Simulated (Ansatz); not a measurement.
## Equation of state of InPt3

Space group Pm-3m (No. 221). a = 3.988 Å, b = 3.988 Å, c = 3.988 Å, α = 90.00°, β = 90.00°, γ = 90.00°
```json
{"atom": "In", "site": "1a", "symmetry": "m-3m", "x": "0.0000", "y": "0.0000", "z": "0.0000"}
{"atom": "Pt", "site": "3c", "symmetry": "4/mm.m", "x": "0.5000", "y": "0.5000", "z": "0.0000"}
```

The runs use the primitive cell with vectors (3.988, 0.000, 0.000), (0.000, 3.988, 0.000), (0.000, 0.000, 3.988) Å, to which the k mesh refers.

It takes space group Pm-3m (No. 221, cubic). The conventional cell has a = 3.988 Å, b = 3.988 Å, c = 3.988 Å, α = 90.00°, β = 90.00°, γ = 90.00°. In (site symmetry m-3m) is surrounded by 12 Pt at 2.82 Å. Pt (site symmetry 4/mmm) has 4 In at 2.82 Å and 8 Pt at 2.82 Å as nearest neighbours.

The cell is COD entry 9009698, as deposited and not checked against the literature; nothing was relaxed.

Spin polarisation is left out, and whether a magnetic state lies lower isn't shown here.

No spin–orbit coupling, which matters for the heavy atoms here.

Methods: DFT, PBEsol, all-electron LAPW, scalar-relativistic (Ansatz 0.2.0); DFT, PBEsol, PAW with Ansatz's default frozen-core files, scalar-relativistic (Ansatz 0.2.0).

For LAPW: a Γ-centred 10×10×10 k mesh, Fermi–Dirac smearing of 0.05 eV, basis error target 0.5 meV/atom, no spin polarisation. PAW takes a cutoff of 420 eV at this cell (files made with PBE, cores remade for this functional). The Ansatz runs share mesh, smearing and spin set-up. Plane-wave (PAW) pressures include the program's estimate of the Pulay term.

The cell above is scaled evenly, with fractional coordinates and shape held.

| V/V(cell) | V (Å³/atom) | P, LAPW (GPa) | P, PAW (GPa) | free energy over the lowest listed, PAW (meV/atom) |
| --- | --- | --- | --- | --- |
| 0.9400 | 14.905 | 17.80 | 17.82 | 52.3 |
| 0.9600 | 15.222 | ? | ? | ? |
| 0.9800 | 15.539 | 5.80 | 5.81 | 6.5 |
| 0.9900 | 15.698 | 3.25 | 3.25 | 2.0 |
| 1.0000 | 15.856 | 0.84 | 0.85 | 0.0 |
| 1.0100 | 16.015 | -1.41 | -1.41 | 0.3 |
| 1.0200 | 16.174 | -3.53 | -3.52 | 2.7 |
| 1.0400 | 16.491 | -7.38 | -7.37 | 13.6 |
| 1.0600 | 16.808 | -10.76 | -10.76 | 31.6 |

Q: Fill in the row V/V(cell) = 0.9600.

A: P, LAPW (GPa) = 11.43, P, PAW (GPa) = 11.44, free energy over the lowest listed, PAW (meV/atom) = 23.5.

Q: What do Birch–Murnaghan fits to the pressures give?

A: LAPW: V0 = 15.91 Å³/atom, B0 = 228 GPa, B0′ = 5.3; PAW: V0 = 15.92 Å³/atom, B0 = 228 GPa, B0′ = 5.3.

PAW's V0 lies 0.00 % from the all-electron value and its B0 0.0 %. Symmetry fixes shape and coordinates here, so this is the relaxed modulus.
